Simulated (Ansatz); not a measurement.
Space group P6/mmm (No. 191). a = 4.135 Å, b = 4.135 Å, c = 3.817 Å, α = 90.00°, β = 90.00°, γ = 120.00°
| atom | site | symmetry | x | y | z |
| --- | --- | --- | --- | --- | --- |
| Ba | 1a | 6/mmm | 0.0000 | 0.0000 | 0.0000 |

Equation of state of this Ba structure (not necessarily the ground state), with shape and atoms relaxed at each volume where symmetry leaves them free. It has no gap at any of these volumes. All numbers below come from DFT PBEsol, scalar-relativistic, plane waves, PAW (Ansatz).

Cutoff 420 eV; k points 12×12×12 on the computed 1-atom cell (Γ-centred); Gaussian smearing, width 0.10 eV; no spin polarisation.

| V (Å³/atom) | E − E(largest V) (meV/atom) | P (GPa) |
| --- | --- | --- |
| 53.144 | -0.24 | 0.54 |
| 54.840 | -4.32 | 0.25 |
| 56.536 | -5.44 | -0.02 |
| 58.233 | -3.89 | -0.25 |
| 59.929 | 0.00 | -0.45 |

Problem. Fit a third-order Birch–Murnaghan equation to E(V).

Solution. V0 = 56.36 Å³/atom, B0 = 8 GPa, B0' = 3.0.

Spin-orbit coupling is left out, which matters for the bands of heavy elements.

This form isn't the element's structure at ambient conditions.

Cost: 5 runs of about 2.3 core-minutes in all, on Arm Neoverse V1 (shared hosts).